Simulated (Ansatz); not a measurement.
LaGaO3:
Space group R-3c, hexagonal axes (No. 167); a = 5.523 Å, b = 5.523 Å, c = 13.274 Å, α = 90.00°, β = 90.00°, γ = 120.00°

| atom | site | symmetry | x | y | z |
|---|---|---|---|---|---|
| La | 6a | 32 | 0.0000 | 0.0000 | 0.2500 |
| Ga | 6b | -3. | 0.0000 | 0.0000 | 0.0000 |
| O | 18e | .2 | 0.4346 | 0.4346 | 0.2500 |
(The calculation used a cell of 10 atoms; values per cell refer to that cell.)

Relaxed with PBEsol.

Question: Give the optical modes at the zone centre with their infrared activity from DFPT, PBEsol in the plane-wave PAW code Ansatz.

Answer: Transverse frequencies, without the LO–TO term; a row sums one degenerate level.

```tsv
ω (cm⁻¹)	degeneracy	IR ((D/Å)²/amu)	activity	symmetry
16i	2	0.00	IR-inactive	Eg
111	1	24.51	IR	A2u
111	1	0.00	IR-inactive	A2g
153	2	24.50	IR	Eu
170	2	0.00	IR-inactive	Eg
221	2	8.77	IR	Eu
243	1	26.98	IR	A2u
285	2	2.61	IR	Eu
285	1	0.00	IR-inactive	A1u
292	1	0.00	IR-inactive	A1g
312	2	101.01	IR	Eu
355	1	0.00	IR-inactive	A2g
399	1	0.00	IR-inactive	A1u
406	2	0.00	IR-inactive	Eg
431	2	0.00	IR-inactive	Eg
545	1	10.88	IR	A2u
594	2	11.70	IR	Eu
699	1	0.00	IR-inactive	A2g
```

Question: How high does the top mode go among those that the LO–TO term moves?

Answer: 650 cm⁻¹ for q along x, 650 cm⁻¹ for q along y, 622 cm⁻¹ for q along z.

The first step of the workflow began from a Materials Project structure, measured or hypothetical; the Crystallography Open Database files this formula in space group No. 167, but the cells were not matched. Whether it is the stable phase at ambient conditions was not checked. Symmetry was held in the PBEsol relaxation; phonons show weakly imaginary modes. Scalar-relativistic: spin–orbit coupling is off unless named, which matters more the heavier the elements.

Potentials: the later of the program's two PAW sets.
